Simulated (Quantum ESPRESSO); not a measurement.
# Moving one atom in Si3PC3B

These are calculations, not measurements. They come from pw.x of Quantum ESPRESSO 7.5, a plane-wave density functional program, with PseudoDojo standard norm-conserving files (v0.5 for PBE, v0.4.1 for LDA and PBEsol). The cells are made up: elements, strain and atom displacements were drawn at random, and nothing was relaxed. There is no spin polarisation, spin-orbit coupling or dispersion term.

The cell has 8 sites of a wurtzite lattice (rectangular cell). Sites 1 to 4 hold Si P Si Si; sites 5 to 8 hold C C C B. Cell vectors in Å: (3.084, -0.030, 0.002); (-0.053, 5.227, 0.011); (0.004, 0.011, 5.028). Settings: PBE, cutoff 1116 eV, 6 x 4 x 4 k mesh shifted by half a step, Fermi-Dirac smearing of 0.025 eV.

Each run shifts the P atom on site 2 along z and leaves all else fixed. Site 6 is one of its nearest neighbours. E is the free energy of the cell above the lowest run shown. The last column is band 17 less band 16 at Gamma, from a band step after each run.

```
run,shift (Å),Fz on site 2 (eV/Å),Fz on site 6 (eV/Å),P (GPa),E (meV),level step at Gamma (eV)
1,-0.1036,3.699,-4.254,20.93,463.8,1.115
2,-0.0457,2.988,-4.385,20.28,269.4,1.232
4,0.0284,1.836,-4.428,19.56,89.0,1.368
5,0.0579,1.303,-4.398,19.32,42.6,1.405
6,0.1205,0.024,-4.219,18.96,0.0,1.379
7,0.1409,-0.438,-4.121,18.89,4.2,1.343
3,-0.0219,?,?,?,?,?
```

A rerun of one of these cells at 1347 eV and k mesh 8 x 6 x 6 moved values by no more than 0.005 eV in the cell's energy, 0.16 GPa in stress and 0.009 eV/Å in force.

## Worked fit

A parabola through the six runs shown gives Fz on site 2 = 2.311 - 15.98 u - 25.0 u² eV/Å, with u in Å and a scatter of 0.002 eV/Å. Minus the slope, 15.98 ± 0.03 eV/Å², is this atom's force constant along z at u = 0, with its periodic images moving too. The fitted force vanishes at u = 0.122 Å, where the energy should be lowest along this line. The error is the larger of the fit's own and the change that a cubic makes, rounded up.

## Withheld run

Question: what Fz on site 2 should run 3 give?

The fit gives 2.649 eV/Å. The calculation gave 2.647 eV/Å.

```
run,shift (Å),Fz on site 2 (eV/Å),Fz on site 6 (eV/Å),P (GPa),E (meV),level step at Gamma (eV)
3,-0.0219,2.647,-4.415,20.03,202.3,1.278
```